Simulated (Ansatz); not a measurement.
InAs:
```
CELL_PARAMETERS angstrom
      0.00000     2.80007     2.80007
      2.80007     0.00000     2.80007
      2.80007     2.80007     0.00000
ATOMIC_POSITIONS crystal
  In 0.50000 0.50000 0.50000
  As 0.00000 0.00000 0.00000
```

Relaxed with LDA. Special points in fractions of this cell's reciprocal vectors: Γ (0.000, 0.000, 0.000); X (0.500, 0.000, 0.500); U (0.625, 0.250, 0.625); K (0.375, 0.375, 0.750); L (0.500, 0.500, 0.500); W (0.500, 0.250, 0.750).

### Question
List the band energies nearest the Fermi level at these points for LDA (plane waves, PAW; program Ansatz).

### Answer
In eV from the Fermi level; about four levels below and three above (degenerate sets whole), none deeper than 8.9 eV; points with the same levels are listed once.

| k | below | above |
|---|---|---|
| Γ | -0.24 -0.19 -0.19 -0.19 | 7.40 7.40 7.40 |
| X | -5.13 -2.96 -2.43 -2.43 | 3.86 9.77 9.77 |
| U | -5.37 -4.55 -1.72 -0.09 | 5.66 7.13 8.40 |
| L | -6.94 | 0.29 0.29 2.18 |
| W | -5.02 -4.04 -4.04 | 2.49 4.27 7.03 7.03 |

Space group Fm-3m (rock salt). The first step of the workflow began from a Materials Project structure, measured or hypothetical; the Crystallography Open Database copy checked does not list it. It is not the phase usual at ambient conditions (space group No. 216). Symmetry was held in the LDA relaxation; of distortions, only those at the zone centre were tested. Scalar-relativistic: spin–orbit coupling is off unless named, which matters more the heavier the elements.

Potentials: the later of the program's two PAW sets.
